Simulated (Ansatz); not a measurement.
Be$_{2}$C (fluorite or antifluorite type, Fm-3m) under volume change, plane-wave PAW LDA (Ansatz code), scaled uniformly.

```json
[
 {"V (Å³/atom)": "5.897", "E − E(relaxed) (meV/atom)": "?", "P (GPa)": "?"},
 {"V (Å³/atom)": "6.091", "E − E(relaxed) (meV/atom)": "17.3", "P (GPa)": "14.92"},
 {"V (Å³/atom)": "6.286", "E − E(relaxed) (meV/atom)": "?", "P (GPa)": "?"},
 {"V (Å³/atom)": "6.480", "E − E(relaxed) (meV/atom)": "0.0", "P (GPa)": "0.00"},
 {"V (Å³/atom)": "6.675", "E − E(relaxed) (meV/atom)": "3.8", "P (GPa)": "-6.09"},
 {"V (Å³/atom)": "6.869", "E − E(relaxed) (meV/atom)": "14.5", "P (GPa)": "-11.41"},
 {"V (Å³/atom)": "7.063", "E − E(relaxed) (meV/atom)": "31.2", "P (GPa)": "-16.07"}
]
```

Complete the blanks.


- 6.286, E − E(relaxed) (meV/atom): 4.1
- 6.286, P (GPa): 6.95
- 5.897, E − E(relaxed) (meV/atom): 40.8
- 5.897, P (GPa): 24.06

What does a third-order Birch–Murnaghan fit give for V₀, B₀ and B′?

V₀ = 6.48 Å³/atom, B₀ = 217 GPa, B′ = 3.5.

The LDA relaxation kept the symmetry of its start; phonons on a q-mesh show no instability.

Potentials: the later of the program's two PAW sets.
